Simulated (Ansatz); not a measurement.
Relaxed-ion elastic tensor of Si₃N₄ in space group I-43d (No. 220; N on 16c, Si on 12b) in GPa (Voigt order), plane-wave PAW r²SCAN (Ansatz code); density 3.48 g/cm³, 9.55 Å³ per atom.

```tsv
	1	2	3	4	5	6
1	407	208	208	0.0	0.0	0.0
2	208	407	208	0.0	0.0	0.0
3	208	208	407	0.0	0.0	0.0
4	0.0	0.0	0.0	231	0.0	0.0
5	0.0	0.0	0.0	0.0	231	0.0
6	0.0	0.0	0.0	0.0	0.0	231
```

Question: Is the crystal mechanically stable?

Answer: Yes: the smallest eigenvalue of C is 199 GPa.

Question: Work out the Voigt, Reuss and Hill averages.

Answer: K_V = 275, K_R = 275, K_H = 275; G_V = 178, G_R = 151, G_H = 165 GPa.

Question: Give Young's modulus, Poisson's ratio, Pugh's ratio and the universal anisotropy index.

Answer: E = 9KG/(3K + G) = 412 GPa; ν = 0.25; K/G = 1.67 (near the Pugh limit of 1.75, no verdict); A_U = 5G_V/G_R + K_V/K_R − 6 = 0.90.

Question: Estimate the sound speeds and the Debye temperature.

Answer: v_l = √((K + 4G/3)/ρ) = 11900 m/s, v_t = √(G/ρ) = 6870 m/s, mean 7630 m/s; Θ = (h/k)(3n/4πV)^(1/3) v_m = 1070 K.

Question: Give the Zener ratio and Young's modulus along [100], [110] and [111].

Answer: A = 2C44/(C11 − C12) = 2.32; 1/E = S11 − 2(S11 − S12 − S44/2)Γ with Γ = 0, 1/4, 1/3 gives 266, 430, 541 GPa.

The workflow started from an entry of the Crystallography Open Database (COD), which files this formula under 4 space groups. It is not the phase usual at ambient conditions (space group No. 176). The cell was relaxed with r²SCAN under the symmetry of its start; its stability against distortions is not shown here.

Potentials: the earlier of the program's two PAW sets. The files were generated under PBE; for other functionals the program regenerates the frozen cores, and for LDA and PBEsol the local potential too.
